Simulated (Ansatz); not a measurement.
# Stress against strain in SnSe

```xyz
2
Lattice="0.0000 3.0100 3.0100 3.0100 0.0000 3.0100 3.0100 3.0100 0.0000" Properties=species:S:1:pos:R:3 pbc="T T T"
Sn    0.0000    0.0000    0.0000
Se    3.0100    3.0100    3.0100
```

Atoms are numbered in the order listed.

The cell comes from COD entry 9008725, which wasn't checked; take it as a given geometry.

No spin–orbit coupling, which matters for the heavy atoms here.

The calculation used DFT, LDA, all-electron LAPW, scalar-relativistic in Ansatz 0.2.0.

Numerical set-up: a Γ-centred 9×9×9 k mesh, Fermi–Dirac smearing of 0.02 eV, basis error target 0.25 meV/atom, no spin polarisation.

The strain is applied along the Cartesian axes of the cell as listed (the other components stay zero). Fractional coordinates are held (clamped ions).

σ is the change of stress from the unstrained cell, which is at -3.25 GPa; tension is positive, so slopes are stress–strain coefficients at that pressure.

Only quantities that a quadratic follows smoothly over the whole series are listed; rougher ones are left out.

| εxx = εyy | σzz (GPa) | σxx (GPa) |
| --- | --- | --- |
| -0.0300 | -0.56 | -4.72 |
| -0.0200 | -0.36 | -2.94 |
| -0.0100 | -0.18 | -1.37 |
| 0.0000 | 0.00 | 0.00 |
| 0.0100 | 0.17 | 1.19 |
| 0.0300 | 0.51 | 3.09 |

Question: Fit the series and read off the stiffness at zero strain.

Answer: Least-squares fits y = p0 + p1 x + p2 x² to the rows give σzz (GPa): p1 = 17.7, p2 = -26; σxx (GPa): p1 = 130, p2 = -910. So 2 C12 = 18 GPa and C11 + C12 = 130 GPa.

Question: One run, at εxx = εyy = 0.0200, is withheld. Predict its row.

Answer: The fits give 0.34, 2.24; the run gave 0.35, 2.21.
